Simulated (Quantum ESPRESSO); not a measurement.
Kohn-Sham bands of TaN (P-62m)

```xyz
6
Lattice="5.2085 0.0000 0.0000 -2.6042 4.5107 0.0000 0.0000 0.0000 2.9148" Properties=species:S:1:pos:R:3 pbc="T T T"
Ta     0.0000     0.0000     0.0000
Ta     2.6042    -1.5036     1.4574
Ta    -2.6042     1.5036     1.4574
N      2.0438     0.0000     0.0000
N     -1.0219    -1.7700     0.0000
N     -1.0219     1.7700     0.0000
```

Structure: Materials Project mp-1279, symmetrised, not relaxed again. COD (Crystallography Open Database) has the formula in 5 space groups, this one among them (matched by group alone). Level: PBEsol, spinors with spin-orbit coupling; pw.x of Quantum ESPRESSO at 68 Ry with PseudoDojo potentials, 4×4×6 k-points, Wannier90. Density: 12×12×10 mesh, cold smearing 0.01 Ry.

Problem. List the Kohn-Sham levels between −8 and 3.0 eV relative to the Fermi level at the high-symmetry points, as a band run of pw.x on that density gives them (levels within 2 meV counted together).

Solution. 
| point | k (reciprocal lattice) | levels (eV) |
|---|---|---|
| Γ | 0.000 0.000 0.000 | -6.81 (×2), -6.47 (×2), -6.35 (×2), -5.77 (×2), -5.69 (×2), -5.06 (×2), -4.99 (×2), -4.24 (×2), -3.33 (×2), -1.93 (×2), -1.10 (×2), -0.75 (×2), 0.47 (×2), 0.73 (×2), 1.66 (×2), 1.80 (×2), 2.13 (×2), 2.42 (×2) |
| M | 0.500 0.000 0.000 | -7.96 (×2), -7.76 (×2), -5.79 (×2), -5.66 (×2), -5.20 (×2), -4.72 (×2), -4.59 (×2), -3.92 (×2), -3.83 (×2), -2.85 (×2), -2.62 (×2), 1.15 (×2), 1.70 (×2), 1.94 (×2), 2.33 (×2), 2.45 (×2), 2.64 (×2) |
| K | 0.333 0.333 0.000 | -5.71 (×2), -5.13 (×2), -5.05 (×2), -5.00 (×2), -4.98 (×2), -4.05 (×2), -3.68 (×2), -2.68 (×2), -2.52 (×2), 1.16 (×2), 1.55 (×2), 1.68 (×2), 2.10 (×2), 2.58 (×2), 2.81 (×2), 2.94 (×2) |
| A | 0.000 0.000 0.500 | -7.97 (×2), -7.76 (×2), -7.42 (×2), -7.10 (×2), -5.39 (×2), -4.51 (×2), -4.49 (×2), -4.36 (×2), -2.88 (×2), -2.80 (×2), 1.68 (×2), 1.82 (×2), 2.01 (×2), 2.25 (×2), 2.34 (×2) |
| L | 0.500 0.000 0.500 | -7.83 (×2), -7.67 (×2), -7.57 (×2), -6.92 (×2), -6.27 (×2), -5.45 (×2), -4.76 (×2), -4.03 (×2), -3.23 (×2), -1.95 (×2), -0.94 (×2), 0.50 (×2), 1.33 (×2) |
| H | 0.333 0.333 0.500 | -7.35 (×2), -7.31 (×2), -6.88 (×2), -6.81 (×2), -6.56 (×2), -4.12 (×2), -3.99 (×2), -2.64 (×2), -2.42 (×2), -1.72 (×2), 2.38 (×2), 2.39 (×2), 2.46 (×2), 2.66 (×2), 2.75 (×2) |
